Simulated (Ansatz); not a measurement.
# Notes on NbCd3

```yaml
crystal:
  lattice:
    - [4.35081, 0.00000, 0.00000]
    - [0.00000, 4.35081, 0.00000]
    - [0.00000, 0.00000, 4.24428]
  atoms:
    - { symbol: Cd, position: [0.00000, 0.50000, 0.50000] }
    - { symbol: Cd, position: [0.50000, 0.00000, 0.50000] }
    - { symbol: Cd, position: [0.50000, 0.50000, 0.00000] }
    - { symbol: Nb, position: [0.00000, 0.00000, 0.00000] }
```

Level: PBE, no spin polarisation; 420 eV; 8×8×8 Γ-centred mesh; fermi-dirac occupations (width 0.1 eV); Ansatz 0.2.0, fixed geometry.

Question: Is there a gap?

Answer: It is a metal, with about 1.9 states/eV a cell as the mean within 0.25 eV of the Fermi level, mostly Nb d (81 %).

Question: What does the stress say?

Answer: The pressure is -0.4 GPa (compression positive), so with the atoms held at these fractions the cell is close to zero pressure. The principal stresses -0.9, -0.9, 0.6 GPa differ, so its shape would change too.

Question: Describe some of the short contacts.

Answer: Cd–Cd at 3.04 Å: least valence density 0.18 e/Å³ and ELF 0.21 there. Cd–Nb at 3.04 Å: least valence density 0.20 e/Å³ and ELF 0.27 there. Both are smooth PAW fields, read partly inside the augmentation spheres.

Question: Give the Bader charges.

Answer: Bader charges in e: Nb +0.69, Cd -0.23. In the mean Nb gives up most and Cd takes most.

Question: What is the formation energy?

Answer: 0.14 eV an atom against the elements' usual phases (free molecules for gases, crystals otherwise, with no correction for O₂ or N₂), so at this geometry it isn't bound against them. Relaxing would lower it.

Origin: a known structure type with other elements, at an estimated volume, so it need not be a known compound.
